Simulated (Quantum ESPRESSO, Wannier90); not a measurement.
## Wannier functions of Rb2O2 (Immm)

```
begin unit_cell_cart
ang
   -4.1868000000    0.0000000000    0.0000000000
   -2.0934000000   -2.9883900000    3.5383050000
   -2.0934000000    2.9883900000    3.5383050000
end unit_cell_cart
begin atoms_frac
Rb  -0.2562600000  0.2562600000  0.2562600000
Rb   0.2562600000 -0.2562600000 -0.2562600000
O    0.0000000000  0.3731200000 -0.3731200000
O   -0.0000000000 -0.3731200000  0.3731200000
end atoms_frac
```

Materials Project entry mp-7895; symmetrised, unrelaxed at this level. COD (Crystallography Open Database) has an entry of this formula and space group (matched by these alone). Method: LDA plane waves in Quantum ESPRESSO 7.5 (PseudoDojo norm-conserving files, 68 Ry, no spin polarisation, no spin-orbit coupling), Bloch states on a 6×6×6 mesh through Γ, Wannier90 4.0.1. Density: 8×8×8 mesh, cold smearing 0.01 Ry.

Band 4 is isolated and gives one Wannier function a cell (O4 2s 42 %, O3 2s 42 %, O4 2p 4 %; spread 1.70 Å²). Its on-site energy is ε = -14.119 eV relative to the valence-band maximum, and its hoppings t(R) = t(−R) to the nearer images are (images within this range that aren't listed have |t| under 5 meV):

| R (lattice vectors; −R alike) | distance (Å) | t (eV) |
|---|---|---|
| 1 0 0 | 4.19 | -0.020 |
| 0 0 1 | 5.08 | 0.020 |
| 0 1 0 | 5.08 | 0.020 |
| 1 -1 0 | 5.08 | 0.020 |
| 1 0 -1 | 5.08 | 0.020 |
| 0 1 -1 | 5.98 | -0.010 |

Problem. Work out the band energy at Γ, X, F_2, Σ_0 from these numbers.

Solution. For one orbital E(k) = ε + Σ_R 2 t(R) cos(2π k·R), the sum over the listed R.
- Γ, k = (0.000, 0.000, 0.000): E = -14.119 + (-0.020)·(2.00) + (0.020)·(8.00) + (-0.010)·(2.00) = -14.02 eV; pw.x: -14.02 eV
- X, k = (0.000, 0.500, 0.500): E = -14.119 + (-0.020)·(2.00) + (0.020)·(-8.00) + (-0.010)·(2.00) = -14.34 eV; pw.x: -14.33 eV
- F_2, k = (-0.325, 0.338, 0.338): E = -14.119 + (-0.020)·(-0.91) + (0.020)·(-4.18) + (-0.010)·(2.00) = -14.20 eV; pw.x: -14.20 eV
- Σ_0, k = (-0.675, -0.338, -0.338): E = -14.119 + (-0.020)·(-0.91) + (0.020)·(-4.18) + (-0.010)·(2.00) = -14.20 eV; pw.x: -14.20 eV

At these points the listed shells miss the plane-wave band by up to 0.01 eV, of a width of 0.31 eV on the path. With all its hoppings the model misses the band by 0.0 meV at worst on the whole path; the listed shells hold nearly all of the dispersion.
